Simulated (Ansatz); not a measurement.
ScF₃:
```
ScF3
1.0
    4.03031     0.00000     0.00000
    0.00000     4.03031     0.00000
    0.00000     0.00000     4.03031
Sc F
1 3
Direct
  0.00000   0.00000   0.00000
  0.50000   0.00000   0.00000
  0.00000   0.50000   0.00000
  0.00000   0.00000   0.50000
```

Relaxed with r²SCAN. Special points in fractions of this cell's reciprocal vectors: Γ (0.000, 0.000, 0.000); X (0.000, 0.500, 0.000); M (0.500, 0.500, 0.000); R (0.500, 0.500, 0.500).

List the band energies nearest the valence-band maximum at these points for the program Ansatz at the r²SCAN level (PAW).

In eV from the valence-band maximum; about four levels below and three above (degenerate sets whole), none deeper than 8.9 eV; points with the same levels are listed once.

```tsv
k	below	above
Γ	-0.57 -0.57 -0.57 -0.52 -0.52 -0.52	6.98 6.98 6.98
X	-1.09 -1.09 -0.68 -0.53 -0.53	7.02 7.82 7.82
M	-1.07 -1.07 -0.91 -0.91 0.00	7.86 7.86 8.46
R	-2.16 -2.16 -2.16 0.00 0.00 0.00	8.51 8.51 8.51
```

Space group Pm-3m (ReO3 type). The workflow started from an entry of the Crystallography Open Database (COD, 300 K), which files this formula under 4 space groups. Its standing as an ambient phase is unchecked. Symmetry was held in the r²SCAN relaxation; whether a distortion lowers the energy is not shown. No spin polarisation was allowed.

Potentials: the later of the program's two PAW sets.
